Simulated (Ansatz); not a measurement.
## Ga3As2P: relaxed-ion elastic tensor

Level of theory: DFT PBE, scalar-relativistic, plane waves, PAW (Ansatz 0.2.0). Settings: 420 eV plane-wave cutoff, Γ-centred 12×12×4 mesh, fixed occupations. No spin polarisation.

Relaxed structure:
```xyz
6
Lattice="4.0050 0.0000 0.0000 -2.0025 3.4684 0.0000 0.0000 0.0000 9.8156" Properties=species:S:1:pos:R:3 pbc="T T T"
Ga    0.0000    0.0000    9.7510
Ga    0.0000    2.3123    6.6094
Ga    2.0025    1.1561    3.2735
P     0.0000    2.3123    8.9979
As    2.0025    1.1561    5.7547
As    0.0000    0.0000    2.4222
```

The cell was found from a structure generator's guess, not taken from experiment.

Q: Give the relaxed-ion elastic constants (GPa, Voigt order xx yy zz yz xz xy, on the Cartesian axes of the cell above).

A:
C11 = 131.1, C12 = 36.6, C13 = 28.8, C14 = 11.3, C22 = 131.1, C23 = 28.8, C24 = -11.3, C33 = 139.9, C44 = 39.1, C55 = 39.1, C56 = 11.3, C66 = 47.2 GPa; the others vanish.

Q: Is the crystal stable against homogeneous strain?

A: Yes: the least eigenvalue of the tensor is 31.2 GPa.

Q: And the moduli of a polycrystal (Hill averages)?

A: B = 66 GPa, G = 44 GPa, E = 108 GPa, ν = 0.23.
